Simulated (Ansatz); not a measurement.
GaAs in space group P4/mmm (No. 123; Ga on 1b, As on 1a), plane-wave PAW LDA (Ansatz code), all energies at zero smearing, with the estimated change up to a 700 eV cutoff added, with one set of potentials and settings (totals compare only within such a set). Cell of 2 atoms (1 Ga, 1 As): -8480.542 eV.

```csv
element,reference phase,E (eV/atom)
Ga,"Cmce, 4 atoms in the cell",-3706.9815
As,"R-3m, 2 atoms in the cell",-4773.6736
```

Formation energy per atom, worked out: (-8480.542 − 1×(-3706.9815) − 1×(-4773.6736))/2 = 0.057 eV/atom (5 kJ per mol of atoms), at 0 K, without zero-point energy or fitted corrections.

The workflow started from a Materials Project entry (that database holds measured and hypothetical structures alike); the Crystallography Open Database copy checked does not list it. It is not the phase usual at ambient conditions (space group No. 216). The cell was relaxed with LDA under the symmetry of its start; of distortions, only those at the zone centre were tested. The references are the lowest solids computed at this level, not always the standard phases.

Potentials: the later of the program's two PAW sets.
